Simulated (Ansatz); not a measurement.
## Vibrations of ScAl (Pm-3m) by finite displacements

```
Sc Al
1.0
     3.34519    0.00000    0.00000
     0.00000    3.34519    0.00000
     0.00000    0.00000    3.34519
Sc Al
1 1
Direct
  0.50000 0.50000 0.50000
  0.00000 0.00000 0.00000
```

Computed, not measured; unless marked otherwise by PBEsol, all-electron LAPW in Ansatz 0.2.0, scalar-relativistic. k mesh 12×12×12, Fermi-Dirac smearing of 0.080 eV, basis error target 0.5 meV/atom. The cell was relaxed by PAW under this functional. This phase needn't be the one found at ambient conditions.

Atoms are displaced by 0.01 Å in the smallest supercells that hold the wave vectors of a 2×2×2 mesh. Negative values stand for unstable modes.

Question: What are the phonon energies at the solved wave vectors, in cm⁻¹?

Answer: 

```tsv
q	point	modes (cm⁻¹)
0.000 0.000 0.000	Gamma	290.0 (×3)
0.500 0.000 0.000	X	184.5 (×2), 240.9, 244.4, 246.7 (×2)
0.500 0.500 0.000	M	57.8 (×2), 169.8, 264.2, 346.5 (×2)
0.500 0.500 0.500	R	233.4 (×3), 278.2 (×3)
```

Question: Is the structure dynamically stable at these wave vectors?

Answer: Yes, no mode is unstable there; wave vectors off this mesh aren't tested.

Question: How do the optical zone-centre modes decompose, and which are active?

Answer: Point group m-3m: Γ_opt = T1u.

```csv
label,cm⁻¹,activity,mostly
T1u,290.0,IR,Al (62 %)
```

In a metal the activity is that of symmetry alone; free carriers screen the infrared modes.

Question: How well do frozen-core PAW files reproduce these all-electron values?

Answer: With a cutoff of 420 eV and displacements of 0.0025 Å, the r.m.s. difference over the modes is 0.1 cm⁻¹; the largest difference is 244.7 (PAW) against 244.4 cm⁻¹ (LAPW).

Question: The cell is scaled evenly to 36.872 and 37.995 Å³ (from 37.434), with free atoms relaxed and the shape held. What are the mode Grüneisen parameters γ = −d ln ω/d ln V?

Answer: For the highest mode, 354.7 cm⁻¹ in the small cell and 338.4 in the large one give γ ≈ 1.57. From the change of the dynamical matrix on each mode:

| point | cm⁻¹ | γ |
| --- | --- | --- |
| Gamma | 290.0 | 1.60 |
| X | 184.5 | 1.48 |
| X | 240.9 | 1.54 |
| X | 244.4 | 1.52 |
| X | 246.7 | 1.51 |
| M | 57.8 | 2.54 |
| M | 169.8 | 0.96 |
| M | 264.2 | 1.43 |
| M | 346.5 | 1.57 |
| R | 233.4 | 1.81 |
| R | 278.2 | 1.48 |

Weighted by the modes' heat capacities at 300 K, the mean on this mesh is 1.65; it moves with the q mesh, and a coarse one overweights the zone boundary.

Limits of these numbers: responses of metals move with mesh and smearing; the frozen-core PAW files of the compared runs were fitted under PBE, their cores solved anew for this functional.
